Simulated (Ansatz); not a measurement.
Consider the following.

Relaxed ZnS (zinc blende):

```xyz
2
Lattice="0.0000 2.6952 2.6952 2.6952 0.0000 2.6952 2.6952 2.6952 0.0000" Properties=species:S:1:pos:R:3 pbc="T T T"
S      4.0428     4.0428     4.0428
Zn     0.0000     0.0000     0.0000
```

A phonon eigenvector at Γ is frozen into this cell: atom i moves by Q times the vector below, so Q is the largest atomic displacement, in Å. The cell is held. It is one choice among 3 degenerate patterns.

```json
[
 {"atom": "S1", "x": "0.000", "y": "0.000", "z": "-1.000"},
 {"atom": "Zn2", "x": "0.000", "y": "0.000", "z": "0.490"}
]
```

Calculation: r2SCAN (plane waves to 500 eV, PAW, scalar-relativistic; Ansatz, a first-principles code). k mesh 11×11×11 (Γ-centred), Fermi-Dirac smearing 0.05 eV. Energies are smeared free energies. The PAW data are Ansatz's earlier set. ZnS was relaxed with its symmetry unable to fall. ΔE is measured from the undisplaced structure.

The scan covers Q from -0.100 to 0.100 Å in 13 points.

Task: Is the energy the same for equal positive and negative displacements?

Result: Even: the same for both signs.

Task: Which space group does the distorted structure have?

Result: Imm2 (No. 44), lowered from F-43m.

Task: What is the energy change at Q = 0.100 Å?

Result: 64.2 meV/cell.

Task: What harmonic wavenumber does the curvature at Q = 0 give?

Result: 271 cm⁻¹.

(For displaced atoms, the force is minus the slope of the energy, and its curvature is a force constant, which sets phonon frequencies.)
